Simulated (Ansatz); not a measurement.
The cell is COD entry 1509516, as deposited and not checked against the literature; nothing was relaxed. It is an old determination, and later ones may differ. The listed cell was then made from it by scaling, straining or moving an atom.

AgPt3: DFT, LDA, PAW with Ansatz's default frozen-core files, scalar-relativistic (Ansatz 0.2.0). What sets it apart from a plain run of this crystal: equal xx and yy strain of +1 %.

Command: `ansatz run input.yaml --threads 1 --pin off --max-ram 4096MiB --backend cpu --events-out ev --progress --plain --runs-dir out` The run took 5.8 s on 1 thread of Intel(R) Xeon(R) 6975P-C (Granite Rapids), with other jobs on the host, peak memory 0.52 GiB.

```yaml
crystal:
  lattice:
    - [3.939, 0.0, 0.0]
    - [0.0, 3.939, 0.0]
    - [0.0, 0.0, 3.9]
  atoms:
    - { symbol: Ag, position: [0.0, 0.0, 0.0] }
    - { symbol: Pt, position: [0.0, 0.5, 0.5] }
    - { symbol: Pt, position: [0.5, 0.0, 0.5] }
    - { symbol: Pt, position: [0.5, 0.5, 0.0] }
kpoints:
  mp_grid: { grid: [9, 9, 9] }
scf:
  occupations: { method: fermi_dirac, width: 0.08 }
hamiltonian:
  xc: lda
  pseudopotentials: { kind: paw }
output:
  forces: true
  stress: true
  eigenvalues: true
  efg: { contact_densities: true }
```

Output (standing set-up lines are left out):

```
Crystal: 4 atoms, lattice volume = 60.511 Å³
Basis set: ecut = 420 eV, 1205 PW (Γ)
Symmetry: 16 space group operations
Space group: P4/mmm (ITA 123), of the structure as read, at distance tolerance 3.9e-5 Å
k-points: 75 of 729
SCF iter   1: F=—  HF=-44193.066951 eV  |F-HF|=—  |Δ(HF+E_count)|=         —  Δρ=1.01e-2  dr2=4.47e-2  ethr=1.77e-3  ⟨swp⟩=5.6  Hψ=10624  notcnv=0  defer=31
preconditioner: auto → Kerker (q_TF=auto, 2.815 Å⁻¹)  [metal: Δε(μ)=0.005 eV  Ē_g=9.475 eV  σ=0.080 eV  W_gap=0.02  n_scr=26 (ndim 8)  ℏωp=30.6 eV  f_vac=0.000  D(μ)=3.50/eV (n_scr^D=32)]
SCF iter   2: F=—  HF=-44193.060438 eV  |F-HF|=—  |Δ(HF+E_count)|=   6.51e-3  Δρ=4.55e-3  dr2=7.95e-3  ethr=6.12e-5  ⟨swp⟩=2.3  Hψ=5278  notcnv=0  defer=54
SCF iter   3: F=—  HF=-44193.058299 eV  |F-HF|=—  |Δ(HF+E_count)|=   2.14e-3  Δρ=8.75e-4  dr2=2.78e-4  ethr=1.09e-5  ⟨swp⟩=2.0  Hψ=4126  notcnv=0  defer=54
SCF iter   4: F=—  HF=-44193.058231 eV  |F-HF|=—  |Δ(HF+E_count)|=   6.73e-5  Δρ=1.33e-4  dr2=1.24e-5  ethr=3.80e-7  ⟨swp⟩=2.4  Hψ=5226  notcnv=0  defer=54
SCF iter   5: F=—  HF=-44193.058234 eV  |F-HF|=—  |Δ(HF+E_count)|=   2.83e-6  Δρ=3.26e-5  dr2=1.06e-6  ethr=1.69e-8  ⟨swp⟩=2.4  Hψ=5118  notcnv=0  defer=54
SCF iter   6: F=-44193.058234 eV  HF=-44193.058234 eV  |F-HF|=6.61e-8  |Δ(HF+E_count)|=   2.93e-7  Δρ=8.85e-6  dr2=8.26e-8  ethr=1.37e-10  ⟨swp⟩=7.8  Hψ=12713  notcnv=0
SCF 1 converged in 6 iterations: F = -44193.058234 eV  dr2 = 8.26e-8
  greatest PAW one-centre occupation: 1.002 electrons in one spin orbital (limit 2), on the Ag atom at site 0 (counted from 0), in its partial waves of l = 0
SCF converged after 6 iterations
Free energy (F): -44193.058234 eV
Harris-Foulkes:  -44193.058234 eV  (|F-HF|=6.61e-8)
Internal energy: -44192.986640 eV  (E = F + TS)
E sigma→0 (E₀):  -44193.022437 eV
Entropy (-TS):   -0.071593 eV (-17.898 meV/atom)
Fermi energy:    21.868864 eV
--- Per-component energies (eV) ---
  E_band       = -597.875763
  E_kinetic    = 2445.025953
  E_local      = -6438.420672  (includes V_loc(G=0)·N_el)
  E_nonlocal   = 707.565146
  E_hartree    = 2564.802866
  E_xc         = -966.322728
  E_vxc        = -1144.754825  (∫ρ·V_xc dr)
  E_paw        = -31302.857172  (= ΣΔE_a)
  E_vpaw       = -1296.903174  (= ΣTr[D̂ρ^β])
  E_aug_tail   = 0.000767  (compensation charges beyond the density's cutoff)
  E_ewald      = -11204.897216
  E_core_change = 2.116416  (= ΣΔE_core)
  E_smearing   = -0.071593  (= −TS)
  E_closure    = -0.000000  (closes the sum)
  Σ components = -44193.058234   (vs F -44193.058234, Δ=0.00e0)
--- Forces (eV/Å), atoms counted from 1 ---
  atom   1  Ag     0.00000000     0.00000000     0.00000000
  atom   2  Pt     0.00000000     0.00000000     0.00000000
  atom   3  Pt     0.00000000    -0.00000000    -0.00000000
  atom   4  Pt     0.00000000    -0.00000000    -0.00000000
  max |Σ_I F_I| component: 2.27e-28 eV/Å
--- Stress (GPa, compression-positive) ---
       -3.177539      -0.000000      -0.000000
       -0.000000      -3.177539      -0.000000
       -0.000000      -0.000000      -2.167930
  P = ⅓ Tr σ = -2.8410 GPa (-28.410 kbar)
--- PAW observables at the nuclei: V_zz in 10²¹ V/m², potentials from the cell's mean, atoms counted from 1 ---
  atom   1  Ag V_zz =    -0.052754   η = 0.0000   by run symmetry: allowed
            electrostatic potential = -7491.195753 V   contact ρ = 944548.434016 e/Å³
  atom   2  Pt V_zz =    +1.348231   η = 0.2536   by run symmetry: allowed
            electrostatic potential = -16127.420969 V   contact ρ = 12038545.988804 e/Å³
  atom   3  Pt V_zz =    +1.348231   η = 0.2536   by run symmetry: allowed
            electrostatic potential = -16127.420969 V   contact ρ = 12038545.988804 e/Å³
  atom   4  Pt V_zz =    +0.802800   η = 0.0000   by run symmetry: allowed
            electrostatic potential = -16127.417534 V   contact ρ = 12038548.889532 e/Å³
--- Band table (eV; the first three rows and the last of 75) ---
  k-point 0: bands = ["-76.4359", "-76.4038", "-76.4021", "-69.7067", "-33.2674", "-33.2647", "-33.2647", "-30.7205", "-30.7205", "-30.7204", "-30.4867", "-30.4867", "-30.4858", "-30.4008", "-30.4008", "-30.3973", "12.2285", "15.0022", "15.0108", "15.1894", "15.4241", "15.4251", "15.4251", "17.8620", "17.8620", "17.9562", "19.4935", "19.5845", "21.2619", "21.3150", "21.3150", "21.4399", "21.4832", "22.1836", "22.5613", "22.6382", "22.6382", "23.7578", "23.7578", "23.9501", "30.2368", "30.4211", "31.8068", "33.1284"]
  k-point 1: bands = ["-76.4350", "-76.4047", "-76.4021", "-69.7067", "-33.2671", "-33.2644", "-33.2644", "-30.7154", "-30.7154", "-30.7119", "-30.4884", "-30.4884", "-30.4862", "-30.4076", "-30.4049", "-30.4049", "12.3912", "15.0866", "15.1114", "15.2947", "15.4866", "15.5180", "15.5180", "17.8674", "17.9299", "17.9299", "19.4775", "19.5230", "20.8881", "20.8881", "21.2517", "21.3164", "21.3959", "22.0457", "22.0526", "22.0526", "22.5617", "23.1569", "24.6871", "24.6871", "30.0795", "30.5645", "32.3231", "33.2041"]
  k-point 2: bands = ["-76.4323", "-76.4074", "-76.4021", "-69.7067", "-33.2663", "-33.2636", "-33.2636", "-30.7013", "-30.7013", "-30.6875", "-30.4936", "-30.4936", "-30.4872", "-30.4367", "-30.4152", "-30.4152", "12.8648", "15.2670", "15.4129", "15.6036", "15.6690", "15.7934", "15.7934", "17.6181", "18.1156", "18.1156", "19.1722", "19.6080", "19.9446", "19.9446", "20.8429", "21.2276", "21.2400", "21.3695", "21.3695", "21.6063", "21.6954", "22.5629", "26.1487", "26.1487", "29.7111", "30.1024", "32.7707", "32.7707"]
  k-point 74: bands = ["-76.4168", "-76.4126", "-76.4121", "-69.7067", "-33.2708", "-33.2677", "-33.2674", "-30.8553", "-30.6388", "-30.6378", "-30.6271", "-30.4705", "-30.4617", "-30.3834", "-30.3804", "-30.3798", "14.7751", "14.8446", "14.8460", "15.3979", "17.3322", "17.3951", "17.7194", "17.8169", "17.8820", "18.2248", "18.2977", "18.3907", "20.2694", "20.5681", "20.5698", "21.0350", "21.1044", "21.1424", "21.5552", "21.5777", "22.1893", "22.3450", "22.7909", "22.7984", "27.3177", "27.3388", "27.8269", "29.1432"]
```

Spin polarisation is left out, and whether a magnetic state lies lower isn't shown here.
